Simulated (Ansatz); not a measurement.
ZrB2:
```yaml
crystal:
  lattice:
    - [-1.74245, 1.74245, 3.15313]
    - [1.74245, -1.74245, 3.15313]
    - [1.74245, 1.74245, -3.15313]
  atoms:
    - { symbol: Zr, position: [0.00000, 0.00000, 0.00000] }
    - { symbol: B, position: [0.37742, 0.37742, 0.00000] }
    - { symbol: B, position: [0.62258, 0.62258, 0.00000] }
```

Relaxed with r²SCAN. Special points in fractions of this cell's reciprocal vectors: Γ (0.000, 0.000, 0.000); X (0.000, 0.000, 0.500); P (0.250, 0.250, 0.250); N (0.000, 0.500, 0.000); M (0.500, 0.500, -0.500); S (0.326, 0.674, -0.326); S0 (-0.326, 0.326, 0.326); R (-0.153, 0.153, 0.500); G (0.500, 0.500, -0.153).

Q: List the band energies nearest the Fermi level at these points for plane-wave PAW r²SCAN with spin–orbit coupling (Ansatz code).

A: In eV from the Fermi level; about four levels below and three above (degenerate sets whole), none deeper than 8.9 eV; points with the same levels are listed once.

```
k                    below                above
-  -----------------------  -------------------
Γ  -0.25 -0.25 -0.22 -0.22  0.14 0.14 0.50 0.50
X  -1.96 -1.96 -0.47 -0.47  2.31 2.31 5.03 5.03
P  -3.29 -3.29 -3.20 -3.20  0.57 0.57 0.92 0.92
N  -2.55 -2.55 -1.10 -1.10  2.73 2.73 3.17 3.17
M  -0.67 -0.67 -0.59 -0.59  0.25 0.25 3.21 3.21
S  -2.26 -2.26 -0.97 -0.97  3.02 3.02 3.29 3.29
R  -2.32 -2.32 -1.39 -1.39  0.38 0.38 2.58 2.58
```

Space group I4/mmm (MoSi2 or CaC2 type). A made-up cell: these elements were put on the sites of a structure type; neither database checked (COD, Materials Project) lists it. It is not the phase usual at ambient conditions (space group No. 191). The cell was relaxed with r²SCAN under the symmetry of its start; whether a distortion lowers the energy is not shown. No spin polarisation was allowed.

Potentials: the earlier of the program's two PAW sets.
